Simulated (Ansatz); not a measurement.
Ansatz (a quantum-chemistry and plane-wave program) input:

Ansatz 0.2 input:
```yaml
crystal:
  lattice:
    - [3.9227838026, 0.0, 0.0]
    - [0.0, 3.927622554, 0.0]
    - [0.0, 0.0, 5.5423536139]
  atoms:
    - { symbol: Si, position: [0.75, 0.0, 0.8799605172] }
    - { symbol: Si, position: [0.25, 0.0, 0.1200394828] }
    - { symbol: Ge, position: [0.25, 0.5, 0.3694477103] }
    - { symbol: Ge, position: [0.75, 0.5, 0.6305522897] }
kpoints:
  mp_grid: { grid: [6, 6, 5] }
hamiltonian:
  xc: r2scan
  pseudopotentials: { azcp: { folder: ./paw }, kind: paw }
scf:
  occupations: { method: fixed }
output:
  optics: { e_range: [0.0, 15.0], de: 0.05, sigma: 0.1, bands: { spectra_wanted_up_to: 12 eV } }
```

Output (shortened):

```
output.optics: the spectra are integrated over the Brillouin zone by k·p interpolation around the k-points, where levels, occupations, output.optics.sigma and …
Pseudopotential: Si, paw, valence charge 4
Pseudopotential: Ge, paw, valence charge 14
Functional definition: r2SCAN
Crystal: 4 atoms, lattice volume = 85.392 Å³
Basis set: ecut = 500 eV, 2173 PW (Γ), exchange–correlation on 120×120×180 points (64 copies of the dense FFT grid, shifted against one another)
Bands: 22, of which v1, the nominal top of the filled ones, is band 18 counted from 1 (17 counted from 0)
Symmetry: 8 space group operations
Space group: Pmma (ITA 51), of the structure as read, at distance tolerance 4.4e-5 Å
k-points: 48 of 180
SCF iter   1: F=—  HF=-9883.803711 eV  |F-HF|=—  |Δ(HF+E_count)|=         —  Δρ=4.21e-2  dr2=1.23e0  dr2_τ=1.73e-2  ethr=3.10e-3  ⟨swp⟩=4.7  Hψ=4464  notcnv=0  defer=84
preconditioner: auto → Resta (q_TF=auto, 2.363 Å⁻¹)
SCF iter   2: F=—  HF=-9883.852381 eV  |F-HF|=—  |Δ(HF+E_count)|=   4.87e-2  Δρ=2.59e-2  dr2=4.90e-1  dr2_τ=1.52e-3  ethr=3.10e-3  ⟨swp⟩=1.9  Hψ=1514  notcnv=0  defer=92
SCF iter   3: F=—  HF=-9883.906781 eV  |F-HF|=—  |Δ(HF+E_count)|=   5.44e-2  Δρ=2.74e-3  dr2=1.04e-2  dr2_τ=8.84e-5  ethr=1.36e-3  ⟨swp⟩=3.1  Hψ=1551  notcnv=0  defer=90
SCF iter   4: F=—  HF=-9883.904616 eV  |F-HF|=—  |Δ(HF+E_count)|=   2.17e-3  Δρ=1.47e-3  dr2=1.97e-3  dr2_τ=1.85e-5  ethr=2.90e-5  ⟨swp⟩=2.8  Hψ=2068  notcnv=0  defer=95
SCF iter   5: F=—  HF=-9883.904982 eV  |F-HF|=—  |Δ(HF+E_count)|=   3.65e-4  Δρ=5.36e-4  dr2=2.61e-4  dr2_τ=3.27e-6  ethr=5.46e-6  ⟨swp⟩=2.0  Hψ=2016  notcnv=0  defer=96
SCF iter   6: F=—  HF=-9883.905122 eV  |F-HF|=—  |Δ(HF+E_count)|=   1.40e-4  Δρ=1.04e-4  dr2=1.02e-5  dr2_τ=1.07e-7  ethr=7.25e-7  ⟨swp⟩=2.0  Hψ=1506  notcnv=0  defer=96
SCF iter   7: F=—  HF=-9883.905127 eV  |F-HF|=—  |Δ(HF+E_count)|=   5.09e-6  Δρ=1.43e-5  dr2=1.28e-7  dr2_τ=2.11e-9  ethr=2.83e-8  ⟨swp⟩=2.0  Hψ=1440  notcnv=0  defer=14
SCF iter   8: F=—  HF=-9883.905127 eV  |F-HF|=—  |Δ(HF+E_count)|=   1.66e-7  Δρ=1.64e-6  dr2=1.62e-9  dr2_τ=3.47e-11  ethr=3.56e-10  ⟨swp⟩=2.0  Hψ=1919  notcnv=0
SCF iter  10: F=-9883.905127 eV  HF=-9883.905127 eV  |F-HF|=1.82e-12  |Δ(HF+E_count)|=  1.82e-11  Δρ=4.94e-8  dr2=2.76e-12  dr2_τ=5.12e-14  ethr=1.00e-12  ⟨swp⟩=5.4  Hψ=3903  notcnv=0
SCF 1 converged in 10 iterations: F = -9883.905127 eV  dr2 = 2.76e-12
NSCF: frozen V_eff on 48 k-points
Optics k sum: 0 of 48 k-points
Optics k sum: 3 of 48 k-points
Optics k sum: 5 of 48 k-points
Optics k sum: 8 of 48 k-points
Optics k sum: 10 of 48 k-points
Optics k sum: 12 of 48 k-points
Optics k sum: 15 of 48 k-points
Optics k sum: 17 of 48 k-points
Optics k sum: 20 of 48 k-points
Optics k sum: 22 of 48 k-points
Optics k sum: 24 of 48 k-points
Optics k sum: 27 of 48 k-points
Optics k sum: 29 of 48 k-points
Optics k sum: 32 of 48 k-points
Optics k sum: 34 of 48 k-points
Optics k sum: 36 of 48 k-points
Optics k sum: 39 of 48 k-points
Optics k sum: 41 of 48 k-points
Optics k sum: 44 of 48 k-points
Optics k sum: 46 of 48 k-points
Optics k sum: 48 of 48 k-points
Optics k sum: 0 of 48 k-points
Optics k sum: 3 of 48 k-points
Optics k sum: 5 of 48 k-points
Optics k sum: 8 of 48 k-points
Optics k sum: 10 of 48 k-points
Optics k sum: 12 of 48 k-points
Optics k sum: 15 of 48 k-points
Optics k sum: 17 of 48 k-points
Optics k sum: 20 of 48 k-points
Optics k sum: 22 of 48 k-points
Optics k sum: 24 of 48 k-points
Optics k sum: 27 of 48 k-points
Optics k sum: 29 of 48 k-points
Optics k sum: 32 of 48 k-points
Optics k sum: 34 of 48 k-points
Optics k sum: 36 of 48 k-points
Optics k sum: 39 of 48 k-points
Optics k sum: 41 of 48 k-points
Optics k sum: 44 of 48 k-points
Optics k sum: 46 of 48 k-points
Optics k sum: 48 of 48 k-points
NSCF: frozen V_eff on 1 k-points
NSCF: frozen V_eff on 1 k-points
NSCF: frozen V_eff on 1 k-points
NSCF: frozen V_eff on 1 k-points
output.optics: what the bands over the 43 summed would add to eps1, eps2 and the energy-loss function is held between a lower and an upper bound (7 Lanczos …
SCF converged after 10 iterations
Free energy (F): -9883.905127 eV
Harris-Foulkes:  -9883.905127 eV  (|F-HF|=1.82e-12)
Internal energy: -9883.905127 eV  (E = F + TS)
E sigma→0 (E₀):  -9883.905127 eV
Fermi energy:    7.343185 eV
--- Per-component energies (eV) ---
  E_band       = -325.985878
  E_kinetic    = 266.315213
  E_local      = -5206.354748  (includes V_loc(G=0)·N_el)
  E_nonlocal   = 481.319424
  E_hartree    = 2485.065796
  E_xc         = -237.050531
  E_vxc        = -238.101953  (∫ρ·V_xc dr)
  E_paw        = -5090.031962  (= ΣΔE_a)
  E_vpaw       = -610.363397  (= ΣTr[D̂ρ^β])
  E_aug_tail   = 0.000020  (compensation charges beyond the density's cutoff)
  E_vtau       = 11.067933  (kinetic-family band-sum trace: ∫τ·v_τ [+ j·A + Jᵃ·Aᵃ] dr)
  E_ewald      = -2580.843950
  E_core_change = -2.324387  (= ΣΔE_core)
  E_smearing   =  0.000000  (= −TS)
  E_closure    =  0.000000  (closes the sum)
  Σ components = -9883.905127   (vs F -9883.905127, Δ=0.00e0)
  [band-id]    e_kinetic+e_local+e_nonlocal+2·e_hartree+e_vxc+e_vpaw+e_augmentation_tail+e_vtau = -325.985916   (vs E_band -325.985878, Δ=-3.75e-5)
--- Band table (eV; the first three rows and the last of 48) ---
  k-point 0: bands = ["-17.8608", "-17.7715", "-17.7567", "-17.7216", "-17.7111", "-17.6586", "-17.6122", "-17.6012", "-17.5933", "-17.5291", "-5.6387", "-1.4253", "-1.3416", "4.1408", "4.1506", "7.2292", "7.2842", "7.3432", "8.1420", "8.3410", "9.4792", "10.0085"]
  k-point 1: bands = ["-17.8606", "-17.7715", "-17.7568", "-17.7216", "-17.7109", "-17.6588", "-17.6122", "-17.6012", "-17.5931", "-17.5293", "-5.4648", "-2.8436", "0.2999", "4.3087", "4.3245", "6.0185", "6.6513", "6.7077", "8.0090", "8.8454", "9.7851", "10.6249"]
  k-point 2: bands = ["-17.8603", "-17.7714", "-17.7570", "-17.7215", "-17.7106", "-17.6592", "-17.6123", "-17.6012", "-17.5927", "-17.5297", "-4.9644", "-4.0000", "2.1005", "4.1634", "4.7744", "4.8362", "5.6526", "5.7512", "8.1879", "8.9359", "10.0948", "11.2196"]
  k-point 47: bands = ["-17.8197", "-17.8197", "-17.7323", "-17.7323", "-17.6610", "-17.6610", "-17.6228", "-17.6228", "-17.5641", "-17.5641", "-1.6318", "-1.6318", "-0.9143", "-0.9143", "3.3022", "3.3022", "3.3619", "3.3619", "10.8913", "10.8913", "11.2319", "11.2319"]
```

Cost: about 2.2 core-minutes (a rough figure) on shared cores.

The start of the workflow was typed in or built on a structure type; neither database checked (COD, Materials Project) lists it. Its standing as an ambient phase is unchecked. The cell was relaxed with r²SCAN under the symmetry of its start; its stability against distortions is not shown here. Scalar-relativistic: spin–orbit coupling is off unless named, which matters more the heavier the elements.

Potentials: the earlier of the program's two PAW sets.

Ansatz is a plane-wave DFT program.
